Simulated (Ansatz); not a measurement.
Sr₂TeO, ordered on the rocksalt lattice (P4/mmm) with 4 atoms a cell, relaxed with r2SCAN: 7 runs in the PAW code Ansatz, each a construction of maximally localised Wannier functions. It is tetragonal, P4/mmm (No. 123); a = 4.356 Å, c = 6.172 Å in the conventional setting, 29.28 Å³ an atom. O is surrounded by 6 Sr at 3.08–3.09 Å; Sr is surrounded by 4 Te at 3.08 Å and 2 O at 3.09 Å; Te is surrounded by 6 Sr at 3.08–3.09 Å; Sr is surrounded by 4 O at 3.08 Å and 2 Te at 3.09 Å. These are computed values for a spin-unpolarised cell that may be hypothetical; none is a measurement.

```xyz
4
Lattice="4.3563 0.0000 0.0000 0.0000 4.3563 0.0000 0.0000 0.0000 6.1724" Properties=species:S:1:pos:R:3 pbc="T T T"
O     0.0000    0.0000    0.0000
Sr    0.0000    0.0000    3.0862
Te    2.1782    2.1782    3.0862
Sr    2.1782    2.1782    0.0000
```

Windows count from the top of the filled bands; a dash means that no such window was set (without an outer window there is no disentanglement).

| functional | SCF mesh | trial orbitals | functions | mesh | window (eV) | frozen (eV) | Ω total (Å²) | Ω invariant (Å²) | largest spread (Å²) | least projectability | interpolation miss of the model's filled bands (eV, to the nearest computed level) |
| --- | --- | --- | --- | --- | --- | --- | --- | --- | --- | --- | --- |
| PBE | 4×4×4 | O s, O p, Te s, Te p | 8 | 4×4×4 | – | – | 14.33 | 12.29 | 2.36 | 0.86 | 0.084 |
| PBE | 4×4×4 | O s, O p, Te s, Te p | 8 | 4×4×2 | – | – | 13.67 | 11.69 | 2.24 | 0.86 | 0.087 |
| PBE | 4×4×4 | O s, O p, Te s, Te p | 8 | 6×6×4 | – | – | 14.85 | 12.78 | 2.44 | 0.86 | 0.022 |
| PBE | 4×4×4 | O p, Te p | 6 | 4×4×4 | – | – | 13.46 | 13.38 | 3.01 | 0.86 | 0.080 |
| r2SCAN | 4×4×4 | O s, O p, Te s, Te p | 8 | 4×4×4 | – | – | 13.98 | 11.94 | 2.28 | 0.88 | 0.072 |
| r2SCAN | 4×4×4 | O p, Te p | 6 | 4×4×4 | – | – | 12.93 | 12.87 | 2.92 | 0.87 | 0.067 |
| HSE06 | 4×4×4 | O s, O p, Te s, Te p | 8 | 4×4×4 | – | – | 14.07 | 12.04 | 2.28 | 0.88 | – |

A dash in the last column means that the miss wasn't evaluated.

For O s, O p, Te s, Te p with PBE the spread goes 13.67 Å² (4×4×2), 14.33 Å² (4×4×4), 14.85 Å² (6×6×4): finite differences on a coarse mesh understate it.

No spin-orbit coupling is included; it can move band edges with weight on the heavy atoms by tenths of an eV.
